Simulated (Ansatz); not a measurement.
AlMo$_{4}$S$_{8}$:
```
CELL_PARAMETERS angstrom
      0.00000     4.83035     4.83035
      4.83035     0.00000     4.83035
      4.83035     4.83035     0.00000
ATOMIC_POSITIONS crystal
  Al 0.00000 0.00000 0.00000
  S  0.36525 0.36525 0.90424
  S  0.36525 0.90424 0.36525
  S  0.90424 0.36525 0.36525
  S  0.36525 0.36525 0.36525
  S  0.86461 0.86461 0.40617
  S  0.86461 0.40617 0.86461
  S  0.40617 0.86461 0.86461
  S  0.86461 0.86461 0.86461
  Mo 0.60271 0.60271 0.19188
  Mo 0.60271 0.19188 0.60271
  Mo 0.19188 0.60271 0.60271
  Mo 0.60271 0.60271 0.60271
```

Relaxed with PBEsol.

### Question
Map the electron localisation function on the plane through (0.000, 0.000, 0.000) spanned by u = [1, 0, 0] and v = [-1, 1, 1] in lattice vectors, from PBEsol in the plane-wave PAW code Ansatz.

### Answer
x is the fraction of u, y of v (the angle between them is 90°; rows are the nearest grid lines); atoms in the plane: Al at (0.00, 0.00), S at (0.27, 0.37), S at (0.73, 0.37), S at (0.27, 0.86), S at (0.73, 0.86), Mo at (0.79, 0.60), Mo at (0.21, 0.60).
```
|01015777655421000000012455677751010|
|00389999988887521012578888999998300|
|13799999877888741114788877899999731|
|23689986000378852125887300068998632|
|01357888644678741014787644688875310|
|00125789999875310001357899998752100|
|00112357787653100000135678775321100|
|22111222221111000000011112222211122|
|43247887787421111111112478778874234|
|43357742478621111111112687424775334|
|32257865687521111111112578656875223|
|33223444543221100000112234544432233|
|33333234567776310001367776543233333|
|33345777778999741014799987777754333|
|43346776323799862026899732367764334|
|44457875101699972127999610057875444|
|22346788889999841014899998888764322|
|00012356788864100000146888765321000|
|00000123454321000000012345432100000|
|00000000000000000000000000000000000|
|22211000000000001110000000000011222|
|11111110000000000000000000001111111|
|00001111100000000000000000111110000|
|01015777655421000000012455677751010|
```
Scale: ten equal steps from 0.004 (start of '0') to 0.928 (end of '9'), in the order '0123456789'; x runs from 0.000 to 1.00, y from 0.000 (bottom) to 1.00 (top).

The density is the valence pseudo-density with augmentation charge, so density and ELF within about 1 Å of a nucleus are not all-electron values.

Space group F-43m. The workflow started from an entry of the Crystallography Open Database (COD), which files this formula under 2 space groups. Its standing as an ambient phase is unchecked. The PBEsol relaxation kept the symmetry of its start; whether a distortion lowers the energy is not shown. The run is not spin-polarised.

Potentials: the later of the program's two PAW sets.
